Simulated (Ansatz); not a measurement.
KF (rock salt)

```xyz
4
Lattice="0.0000 5.4208 5.4208 2.7104 0.0000 2.7104 2.7104 2.7104 0.0000" Properties=species:S:1:pos:R:3 pbc="T T T"
F      0.0000     0.0000     0.0000
F      2.7104     5.4208     2.7104
K      2.7104     2.7104     2.7104
K      2.7104     5.4208     5.4208
```

A phonon eigenvector at L = (0.5, 0.0, 0.0) is frozen into this cell: atom i moves by Q times the vector below, so Q is the largest atomic displacement, in Å. The cell is held. It is one choice among 2 degenerate patterns. (q is in reciprocal vectors of the primitive cell; the cell shown is doubled to hold the pattern.)

```csv
atom,x,y,z
F1,0.285,-0.520,0.805
F2,-0.285,0.520,-0.805
```

Atoms not listed stay in place.

Calculation: PBE (plane waves to 420 eV, PAW, scalar-relativistic; Ansatz, a program for electronic structure). k mesh 11×11×11 (Γ-centred), Fermi-Dirac smearing 0.05 eV. Energies are smeared free energies. KF was relaxed with its symmetry unable to fall. The zero of ΔE is the undisplaced structure.

| Q (Å) | ΔE (eV/cell) |
|---|---|
| -0.100 | 0.0167 |
| -0.067 | 0.0074 |
| -0.033 | 0.0019 |
| 0.000 | 0.0000 |
| 0.033 | 0.0019 |
| 0.067 | 0.0074 |
| 0.100 | 0.0167 |

Which DFPT wavenumber at L = (0.5, 0.0, 0.0) belongs to this mode?
A. 154 cm⁻¹
B. 187 cm⁻¹
C. 246 cm⁻¹
D. 103 cm⁻¹

A, 154 cm⁻¹. The curvature of the scan gives 154 cm⁻¹

(For displaced atoms, the force is minus the slope of the energy, and its curvature is a force constant, which sets phonon frequencies.)
